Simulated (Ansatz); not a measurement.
The calculation used DFT PBE, scalar-relativistic, plane waves, PAW (Ansatz). All cells share a 420 eV cutoff and Γ-centred k meshes spaced at most about 0.3 Å⁻¹ (about 0.25 or finer for metals, 2π included). No spin polarisation in the final relaxations.

These are static total energies at zero pressure.

Compare these two cells of ZrTi₃C₄, each relaxed at this level.

1.

```cif
data_structure
_symmetry_space_group_name_H-M 'Pm-3m'
_symmetry_Int_Tables_number 221
_cell_length_a 4.4441
_cell_length_b 4.4441
_cell_length_c 4.4441
_cell_angle_alpha 90.000
_cell_angle_beta 90.000
_cell_angle_gamma 90.000
_cell_volume 87.77
loop_
_atom_site_label
_atom_site_type_symbol
_atom_site_symmetry_multiplicity
_atom_site_Wyckoff_symbol
_atom_site_fract_x
_atom_site_fract_y
_atom_site_fract_z
_atom_site_occupancy
Zr1 Zr 1 a 0.00000 0.00000 0.00000 1
Ti1 Ti 3 c 0.50000 0.00000 0.50000 1
C1 C 3 d 0.00000 0.50000 0.00000 1
C2 C 1 b 0.50000 0.50000 0.50000 1
```

2.

```cif
data_structure
_symmetry_space_group_name_H-M 'P4/mmm'
_symmetry_Int_Tables_number 123
_cell_length_a 3.1495
_cell_length_b 3.1495
_cell_length_c 8.8567
_cell_angle_alpha 90.000
_cell_angle_beta 90.000
_cell_angle_gamma 90.000
_cell_volume 87.85
loop_
_atom_site_label
_atom_site_type_symbol
_atom_site_symmetry_multiplicity
_atom_site_Wyckoff_symbol
_atom_site_fract_x
_atom_site_fract_y
_atom_site_fract_z
_atom_site_occupancy
Zr1 Zr 1 a 0.00000 0.00000 0.00000 1
Ti1 Ti 2 h 0.50000 0.50000 0.25929 1
Ti2 Ti 1 b 0.00000 0.00000 0.50000 1
C1 C 2 g 0.00000 0.00000 0.26021 1
C2 C 1 d 0.50000 0.50000 0.50000 1
C3 C 1 c 0.50000 0.50000 0.00000 1
```

Task: Which placement of the atoms is lower in energy, and by how much?

Result: Cell 2 is lower, by 10 meV/atom. The two share one framework of sites and differ in which element sits where. Cell 1 has Zr and Ti ordered on rock salt sites, space group Pm-3m (No. 221), 11.0 Å³/atom and no gap on its mesh; cell 2 has Zr and Ti ordered on rock salt sites, space group P4/mmm (No. 123), 11.0 Å³/atom and no gap. Counting C atoms around Ti and Zr (those within 1.25 times the shortest such distance or 1.15 times the sum of covalent radii), cell 1 and cell 2 both have Zr 6, Ti 6. Both come from invented guesses.

For metals, differences of a few meV/atom aren't resolved. Cells relaxed within their symmetry can be saddle points.
